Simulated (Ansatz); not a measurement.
YPd₂Si₂ (space group I4/mmm)

```yaml
crystal:
  lattice:
    - [-2.04803, 2.04803, 4.95527]
    - [2.04803, -2.04803, 4.95527]
    - [2.04803, 2.04803, -4.95527]
  atoms:
    - { symbol: Y, position: [0.00000, 0.00000, 0.00000] }
    - { symbol: Si, position: [0.61688, 0.61688, 0.00000] }
    - { symbol: Si, position: [0.38312, 0.38312, 0.00000] }
    - { symbol: Pd, position: [0.75000, 0.25000, 0.50000] }
    - { symbol: Pd, position: [0.25000, 0.75000, 0.50000] }
```

In each cell atom 3 (Si, nearest neighbour Si at 2.317 Å; its periodic images, 4.1 Å or more away, move with it) moves by s·(0.707, 0.707, 0.000) (along Cartesian [110]), the rest being held.

Computed with PBEsol (plane waves to 420 eV, PAW, scalar-relativistic; Ansatz, a quantum-chemistry and plane-wave program). k mesh 13×13×13 (Γ-centred), Fermi-Dirac smearing 0.05 eV. Compression counts positive. With partly filled bands, energies and forces of such displacements shift with the k mesh and the smearing. F⊥ is the part of the force across the line. YPd2Si2 is run without spin polarisation. YPd2Si2 was relaxed with its symmetry unable to fall. 

```csv
s (Å),|F⊥| (eV/Å),P (GPa)
-0.230,(withheld),1.2
-0.184,0.244,0.8
-0.138,0.135,0.5
-0.092,(withheld),0.2
-0.046,0.010,0.1
0.000,0.006,0.0
0.046,0.010,0.1
0.092,(withheld),0.2
0.138,0.135,0.5
0.184,0.244,0.8
0.230,(withheld),1.2
```

Fill in the missing entries.


- -0.230, |F⊥| (eV/Å): 0.380
- -0.092, |F⊥| (eV/Å): 0.057
- 0.092, |F⊥| (eV/Å): 0.057
- 0.230, |F⊥| (eV/Å): 0.380

(For displaced atoms, the force is minus the slope of the energy, and its curvature is a force constant, which sets phonon frequencies.)
